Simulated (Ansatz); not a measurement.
## MoS2: from a starting cell to a relaxed one

The start is a generated cell, MoS2 placed in the marcasite structure type. The structure is fully relaxed (lattice and positions, P = 0) with PBEsol (plane waves to 420 eV, PAW, scalar-relativistic; Ansatz, a program for electronic structure). The first steps use a coarse 5×4×6 k-mesh.

Input geometry:
```
CELL_PARAMETERS angstrom
      4.79087     0.00000     0.00000
      0.00000     5.84722     0.00000
      0.00000     0.00000     3.65023
ATOMIC_POSITIONS crystal
  Mo 0.00000 0.00000 0.00000
  Mo 0.50000 0.50000 0.50000
  S  0.20040 0.37870 0.00000
  S  0.70040 0.12130 0.50000
  S  0.29960 0.87870 0.50000
  S  0.79960 0.62130 0.00000
```

Question: How large is the pressure on the unrelaxed cell, and of which sign?

Answer: -4 GPa (negative: the cell is under tension).

Question: What is the largest force in the starting geometry, and on which atom (counted from 1)?

Answer: About 0.9 eV/Å, on S3, S4, S5, S6 (atoms numbered as listed).

Question: How much energy is released per atom?

Answer: 0.25 eV/atom.

Question: How do the shortest distances between atoms change?

Answer: The closest pairs of elements (up to four, under 3.6 Å), start → end: Mo–S 2.41 → 2.37 Å; S–S 2.39 → 2.52 Å; Mo–Mo 3.65 → 3.10 Å.

Question: Write out the relaxed structure.

Answer: 
Space group Pnnm (No. 58); a = 5.1696 Å, b = 5.9527 Å, c = 3.1025 Å, α = β = γ = 90.00°

```csv
atom,site,symmetry,x,y,z
Mo,2a,..2/m,0.0000,0.0000,0.0000
S,4g,..m,0.1858,0.6367,0.0000
```

The space group stays Pnnm (No. 58) (the run could not lower it); the end is AFLOW prototype AB2_oP6_58_a_g (as in Fe2C), with 6 atoms in the primitive cell. Final values are on a 9×8×15 k-mesh of the relaxed cell. No spin polarisation in the result.

The run could not lose the symmetry of its start: the end is stationary, and may be a saddle point rather than a minimum.

The relaxed structure here is a generated cell of MoS2: the first start was made by placing the elements on the sites of a structure type, and the end was not matched to a known phase here, so it may be hypothetical. Known forms of MoS2 include space group No. 160, 194.
